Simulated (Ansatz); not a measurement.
**Structure relaxation, W**

The start is a generated cell, W built in the beta-Sn structure type. A full variable-cell relaxation at zero pressure is run with r2SCAN (plane waves to 500 eV, PAW, scalar-relativistic; Ansatz, an electronic-structure program). The first steps use a coarse 14×14×14 k-mesh.

Initial structure:
```
W
1.0
   -2.47610     2.47610     1.35099
    2.47610    -2.47610     1.35099
    2.47610     2.47610    -1.35099
W
2
Direct
  0.75000   0.25000   0.50000
  0.00000   0.00000   0.00000
```

Problem. What pressure does the first self-consistent step give?

Solution. +12.1 GPa (positive: the cell is compressed).

Problem. By how much does the energy per atom fall from start to end?

Solution. 0.04 eV/atom.

Problem. How do the shortest distances between atoms change?

Solution. The closest pairs of elements (up to four, under 3.6 Å), start → end: W–W 2.57 → 2.63 Å.

Problem. Is the relaxed structure metallic? Give its gap.

Solution. No gap (metallic).

Problem. Write out the relaxed structure.

Solution. 
```cif
data_W4
_chemical_formula_sum 'W4'
_space_group_name_H-M_alt 'I41/amd :1'
_space_group_IT_number 141
_space_group_name_Hall 'I 4bw 2bw -1bw'
_cell_length_a 5.08525
_cell_length_b 5.08525
_cell_length_c 2.68192
_cell_angle_alpha 90.000
_cell_angle_beta 90.000
_cell_angle_gamma 90.000
loop_
_atom_site_label
_atom_site_type_symbol
_atom_site_symmetry_multiplicity
_atom_site_Wyckoff_symbol
_atom_site_fract_x
_atom_site_fract_y
_atom_site_fract_z
_atom_site_occupancy
W1 W 4 a 0.00000 0.00000 0.00000 1
```
(The calculation used a cell of 2 atoms; values per cell refer to that cell.)

The space group stays I4₁/amd (No. 141) (the run could not lower it); the end is AFLOW prototype A_tI4_141_a (A5, as in Sn), with 2 atoms in the primitive cell. Final values are on a 19×19×19 k-mesh of the relaxed cell. No spin polarisation in the result.

The run could not lower the symmetry of its start; a shaken copy of this end point relaxes with r2SCAN to Fddd (No. 70), 0.90 eV/atom lower.

The relaxed structure here is a generated cell of W: the first start was made by placing the elements on the sites of a structure type, and the end was not matched to a known phase here, so it may be hypothetical. Known forms of W include space group No. 229.
